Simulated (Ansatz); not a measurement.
Sc$_{3}$InN:
```xyz
5
Lattice="4.4155 0.0000 0.0000 0.0000 4.4155 0.0000 0.0000 0.0000 4.4155" Properties=species:S:1:pos:R:3 pbc="T T T"
In     0.0000     0.0000     0.0000
N      2.2078     2.2078     2.2078
Sc     2.2078     2.2078     0.0000
Sc     0.0000     2.2078     2.2078
Sc     2.2078     0.0000     2.2078
```

Relaxed with PBEsol. Special points in fractions of this cell's reciprocal vectors: Γ (0.000, 0.000, 0.000); X (0.000, 0.500, 0.000); M (0.500, 0.500, 0.000); R (0.500, 0.500, 0.500).

### Question
List the band energies nearest the Fermi level at these points for DFT-PBEsol with spin–orbit coupling in the program Ansatz with PAW potentials.

### Answer
In eV from the Fermi level; about four levels below and three above (degenerate sets whole), none deeper than 8.9 eV; points with the same levels are listed once.

| k | below | above |
|---|---|---|
| Γ | -0.57 -0.57 -0.57 -0.57 -0.56 -0.56 | 1.26 1.26 1.64 1.64 1.64 1.64 |
| X | -1.00 -1.00 -0.24 -0.24 | 0.31 0.31 1.29 1.29 |
| M | -2.20 -2.20 -1.14 -1.14 | 0.98 0.98 0.98 0.98 |
| R | -1.34 -1.34 -1.34 -1.34 | 0.72 0.72 0.72 0.72 0.72 0.72 |

Space group Pm-3m (anti-perovskite). The workflow started from an entry of the Crystallography Open Database (COD). Its standing as an ambient phase is unchecked. The PBEsol relaxation kept the symmetry of its start; whether a distortion lowers the energy is not shown. The run is not spin-polarised. With an odd number of electrons in the cell and no spin polarisation, the count alone makes it a metal.

Potentials: the later of the program's two PAW sets.
